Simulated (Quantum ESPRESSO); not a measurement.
## Kohn-Sham bands of RuO2 (rutile)

```
RuO2
1.0
    4.48250     0.00000     0.00000
    0.00000     4.48250     0.00000
    0.00000     0.00000     3.11134
Ru O
2 4
Direct
  0.50000   0.50000   0.50000
  0.00000   0.00000   0.00000
  0.80544   0.19456   0.50000
  0.19456   0.80544   0.50000
  0.30544   0.30544   0.00000
  0.69456   0.69456   0.00000
```

Structure: Materials Project mp-825, symmetrised, not relaxed again. COD (Crystallography Open Database) has an entry of this formula and space group (matched by these alone). Level: PBEsol, no spin polarisation, no spin-orbit coupling; pw.x of Quantum ESPRESSO at 68 Ry with PseudoDojo potentials, 6×6×8 k-points, Wannier90. Density: 8×8×10 mesh, cold smearing 0.01 Ry.

Q: List the Kohn-Sham levels between −8 and 3.0 eV relative to the Fermi level at the high-symmetry points, as a band run of pw.x on that density gives them (levels within 2 meV counted together).

A: 
```
point  k (reciprocal lattice)                                                                                                           levels (eV)
-----  ----------------------  --------------------------------------------------------------------------------------------------------------------
Γ           0.000 0.000 0.000           -7.32, -6.89 (×2), -4.32, -4.27 (×2), -2.81, -2.35 (×2), -1.81, -1.54, -1.44, -1.36 (×2), -0.89, 1.56, 1.79
X           0.000 0.500 0.000             -7.33 (×2), -6.76 (×2), -5.80 (×2), -5.50 (×2), -4.33 (×2), -2.61 (×2), -0.48 (×2), -0.29 (×2), 0.38 (×2)
M           0.500 0.500 0.000                         -6.98 (×2), -4.67 (×2), -4.58 (×2), -3.52 (×2), -2.96 (×2), -1.41 (×2), -1.32 (×2), 0.84 (×2)
Z           0.000 0.000 0.500              -7.36 (×2), -6.18 (×2), -5.87 (×2), -4.92 (×2), -4.91 (×2), -3.28 (×2), -0.61 (×2), 0.01 (×2), 0.90 (×2)
R           0.000 0.500 0.500  -7.60 (×2), -6.84 (×2), -5.30 (×2), -4.46 (×2), -4.36 (×2), -2.88 (×2), -1.71 (×2), -0.54 (×2), 1.15 (×2), 1.96 (×2)
A           0.500 0.500 0.500             -7.12 (×2), -7.01 (×2), -6.30 (×2), -4.87 (×2), -3.70 (×2), -2.52 (×2), -0.53 (×2), -0.49 (×2), 0.21 (×2)
```
